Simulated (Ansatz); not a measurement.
Space group P4/mmm (No. 123). a = 3.913 Å, b = 3.913 Å, c = 6.887 Å, α = 90.00°, β = 90.00°, γ = 90.00°
```csv
atom,site,symmetry,x,y,z
Ga,1c,4/mmm,0.5000,0.5000,0.0000
P,1b,4/mmm,0.0000,0.0000,0.5000
Pt,4i,2mm.,0.0000,0.5000,0.2902
Pt,1a,4/mmm,0.0000,0.0000,0.0000
```

Equation of state of this GaPPt5 structure (not necessarily the ground state), with shape and atoms relaxed at each volume where symmetry leaves them free. It has no gap at any of these volumes. Computed with DFT r2SCAN, scalar-relativistic, plane waves, PAW (Ansatz 0.2.0).

Settings: cutoff 500 eV, Γ-centred mesh 10×10×6 on the computed 7-atom cell, Gaussian smearing of 0.10 eV; no spin polarisation.

```json
{"V (Å³/atom)": "13.260", "E − E(largest V) (meV/atom)": "117.25", "P (GPa)": "42.07"}
{"V (Å³/atom)": "13.712", "E − E(largest V) (meV/atom)": "18.35", "P (GPa)": "28.46"}
{"V (Å³/atom)": "14.164", "E − E(largest V) (meV/atom)": "-45.51", "P (GPa)": "17.16"}
{"V (Å³/atom)": "14.616", "E − E(largest V) (meV/atom)": "-80.28", "P (GPa)": "7.78"}
{"V (Å³/atom)": "15.068", "E − E(largest V) (meV/atom)": "-90.89", "P (GPa)": "0.00"}
{"V (Å³/atom)": "15.520", "E − E(largest V) (meV/atom)": "-81.47", "P (GPa)": "-6.45"}
{"V (Å³/atom)": "15.972", "E − E(largest V) (meV/atom)": "-55.50", "P (GPa)": "-11.78"}
{"V (Å³/atom)": "16.575", "E − E(largest V) (meV/atom)": "0.00", "P (GPa)": "-17.45"}
```

Fit a third-order Birch–Murnaghan equation to E(V).

V0 = 15.07 Å³/atom, B0 = 236 GPa, B0' = 5.2.

Spin-orbit coupling is left out, which matters for the bands of heavy elements.

Cost: 8 runs of about 33 core-minutes in all, on Oxide Virtual Turin-like Processor (Zen 5) (shared hosts).